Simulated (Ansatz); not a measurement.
Input:

LaSiNi4:
Space group Cmmm (No. 65); a = 5.2139 Å, b = 8.2247 Å, c = 3.9544 Å, α = β = γ = 90.00°

```
atom  site  symmetry       x       y       z
----  ----  --------  ------  ------  ------
La      2a       mmm  0.0000  0.0000  0.0000
Si      2c       mmm  0.0000  0.5000  0.5000
Ni      4i       m2m  0.0000  0.3424  0.0000
Ni      4f     ..2/m  0.2500  0.2500  0.5000
```
(The calculation used a cell of 6 atoms; values per cell refer to that cell.)

This is the r²SCAN-relaxed structure.

**Question.** All from r²SCAN (plane waves, PAW; program Ansatz), unless another level is named. Give the electronic character.

**Answer.** metallic (no gap).

**Question.** What about the density of states at the Fermi level?

**Answer.** 0.66 states/eV per atom (mean over ±0.08 eV).

**Question.** What about the formation energy from the elements (no fitted shifts)?

**Answer.** -49 kJ/mol of atoms.

The workflow started from a Materials Project entry (that database holds measured and hypothetical structures alike); the Crystallography Open Database copy checked does not list it. Whether it is the stable phase at ambient conditions was not checked. Symmetry was held in the r²SCAN relaxation; whether a distortion lowers the energy is not shown. The run is not spin-polarised. The references are the lowest solids computed at this level, not always the standard phases. Spin–orbit coupling is left out wherever it is not named.

Potentials: the later of the program's two PAW sets.
